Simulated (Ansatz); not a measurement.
Molecular dynamics on a 2×2×1 supercell (16 atoms) of GeSi (wurtzite), relaxed with r2SCAN. Forces come from r2SCAN in the plane-wave code Ansatz: Langevin thermostat and barostat (NPT), 300 K, steps of 1 fs. Spin polarisation is off, nuclei are classical, and the run is far too short for thermal averages. The structure comes from a prototype and may be hypothetical.

```yaml
crystal:
  lattice:
    - [7.8128746117, 1.0e-10, 0.0]
    - [-3.9064373059, 6.7661478903, 0.0]
    - [0.0, 0.0, 6.4478110316]
  atoms:
    - { symbol: Ge, position: [0.1666666667, 0.3333333333, 0.0003974037] }
    - { symbol: Ge, position: [0.3333333333, 0.1666666667, 0.5003974037] }
    - { symbol: Si, position: [0.1666666667, 0.3333333333, 0.3746025963] }
    - { symbol: Si, position: [0.3333333333, 0.1666666667, 0.8746025963] }
    - { symbol: Ge, position: [0.1666666667, 0.8333333333, 0.0003974037] }
    - { symbol: Ge, position: [0.3333333333, 0.6666666667, 0.5003974037] }
    - { symbol: Si, position: [0.1666666667, 0.8333333333, 0.3746025963] }
    - { symbol: Si, position: [0.3333333333, 0.6666666667, 0.8746025963] }
    - { symbol: Ge, position: [0.6666666667, 0.3333333333, 0.0003974037] }
    - { symbol: Ge, position: [0.8333333333, 0.1666666667, 0.5003974037] }
    - { symbol: Si, position: [0.6666666667, 0.3333333333, 0.3746025963] }
    - { symbol: Si, position: [0.8333333333, 0.1666666667, 0.8746025963] }
    - { symbol: Ge, position: [0.6666666667, 0.8333333333, 0.0003974037] }
    - { symbol: Ge, position: [0.8333333333, 0.6666666667, 0.5003974037] }
    - { symbol: Si, position: [0.6666666667, 0.8333333333, 0.3746025963] }
    - { symbol: Si, position: [0.8333333333, 0.6666666667, 0.8746025963] }
kpoints:
  mp_grid: { grid: [3, 3, 2] }
hamiltonian:
  xc: r2scan
scf:
  occupations: { method: fermi_dirac, width: 0.026 }
md:
  ensemble: npt_langevin
  temperature: 300
  timestep: 1.0
  n_steps: 40
  initial_velocities: maxwell_boltzmann
  seed: 2595
```

Command: `ansatz run input.yaml --threads 4 --pin off --max-ram 3686MiB --backend cpu --events-out ev --progress --plain --runs-dir out`. It ended after 7.6 min on 4 threads of Arm Neoverse V1, on a shared host, load about 1.1 per core; peak host memory 2 GiB.

| step | t (fs) | T (K) | free energy F from step 0 (meV/atom) | kinetic energy (meV/atom) | pressure (GPa) | volume (Å³/atom) | largest force (eV/Å) |
| --- | --- | --- | --- | --- | --- | --- | --- |
| 0 | 0 | 281 | 0.0 | 36.4 | 0.19 | 21.30 | 0.01 |
| 1 | 1 | 287 | 0.1 | 37.0 | 0.19 | 21.30 | 0.10 |
| 2 | 2 | 278 | 0.4 | 36.0 | 0.16 | 21.31 | 0.20 |
| 3 | 3 | 274 | 0.9 | 35.4 | 0.12 | 21.32 | 0.29 |
| 4 | 4 | 273 | 1.6 | 35.2 | 0.07 | 21.34 | 0.39 |
| 5 | 5 | 255 | 2.5 | 33.0 | 0.03 | 21.35 | 0.49 |
| 6 | 6 | 260 | 3.6 | 33.6 | 0.00 | 21.36 | 0.57 |
| 7 | 7 | 249 | 4.7 | 32.1 | -0.04 | 21.37 | 0.67 |
| 8 | 8 | 239 | 6.0 | 30.8 | -0.05 | 21.37 | 0.76 |
| 9 | 9 | 223 | 7.4 | 28.8 | -0.05 | 21.37 | 0.85 |
| 10 | 10 | 202 | 8.7 | 26.1 | -0.05 | 21.37 | 0.94 |
| 11 | 11 | 183 | 10.1 | 23.7 | -0.05 | 21.38 | 1.03 |
| 12 | 12 | 200 | 11.5 | 25.8 | -0.03 | 21.38 | 1.10 |
| 13 | 13 | 204 | 13.0 | 26.4 | -0.01 | 21.38 | 1.17 |
| 14 | 14 | 178 | 14.5 | 23.0 | 0.00 | 21.37 | 1.23 |
| 15 | 15 | 155 | 15.8 | 20.1 | 0.01 | 21.37 | 1.29 |
| 16 | 16 | 147 | 17.2 | 19.0 | 0.03 | 21.37 | 1.36 |
| 17 | 17 | 139 | 18.5 | 18.0 | 0.03 | 21.37 | 1.42 |
| 18 | 18 | 137 | 19.7 | 17.7 | 0.05 | 21.37 | 1.48 |
| 19 | 19 | 135 | 20.9 | 17.5 | 0.06 | 21.37 | 1.52 |
| 20 | 20 | 126 | 21.9 | 16.2 | 0.07 | 21.36 | 1.55 |
| 21 | 21 | 131 | 22.9 | 16.9 | 0.08 | 21.36 | 1.56 |
| 22 | 22 | 128 | 23.8 | 16.6 | 0.08 | 21.36 | 1.55 |
| 23 | 23 | 142 | 24.5 | 18.3 | 0.09 | 21.37 | 1.54 |
| 24 | 24 | 142 | 25.0 | 18.4 | 0.05 | 21.38 | 1.51 |
| 25 | 25 | 134 | 25.5 | 17.3 | -0.02 | 21.39 | 1.48 |
| 26 | 26 | 140 | 25.9 | 18.1 | -0.10 | 21.41 | 1.46 |
| 27 | 27 | 139 | 26.2 | 17.9 | -0.16 | 21.43 | 1.43 |
| 28 | 28 | 134 | 26.4 | 17.3 | -0.22 | 21.44 | 1.40 |

The temperature starts at 281 K, is lowest at step 20 (126 K, 20 fs) and ends at 134 K. The thermostat hasn't had time to restore it. The atoms start on their lattice sites with kinetic energy alone, so much of it first passes into potential energy. The job's limit cut the run after 28 of 40 steps.

Positions (Å) and forces (eV/Å) at step 28:
```
cell (Å): 7.830 0.000 0.000; -3.915 6.781 0.000; 0.000 0.000 6.462
Ge  -0.071   2.268  -0.043     0.735   0.325   0.368
Ge   1.947   1.131   3.289     0.817  -0.331  -0.277
Si   0.054   2.193   2.387    -0.489   0.700   0.051
Si   1.961   1.181   5.716    -0.401  -0.563  -0.269
Ge  -1.977   5.631  -0.006    -0.142   0.406  -0.845
Ge   0.010   4.505   3.209    -0.106  -0.744   0.211
Si  -1.861   5.651   2.325    -0.837   0.214   1.099
Si  -0.002   4.561   5.644     0.123  -0.204  -0.137
Ge   3.887   2.325   0.041     0.267  -0.377   0.087
Ge   5.913   1.140   3.245    -0.100  -0.671   0.091
Si   3.952   2.281   2.473    -0.365  -0.547  -0.268
Si   5.846   1.133   5.714    -0.395  -0.269  -0.650
Ge   2.037   5.608  -0.032    -1.021   0.462   0.543
Ge   3.925   4.519   3.151     0.798   0.316   0.214
Si   1.954   5.550   2.430     0.117   1.219  -0.477
Si   3.874   4.505   5.544     1.000   0.064   0.257
```
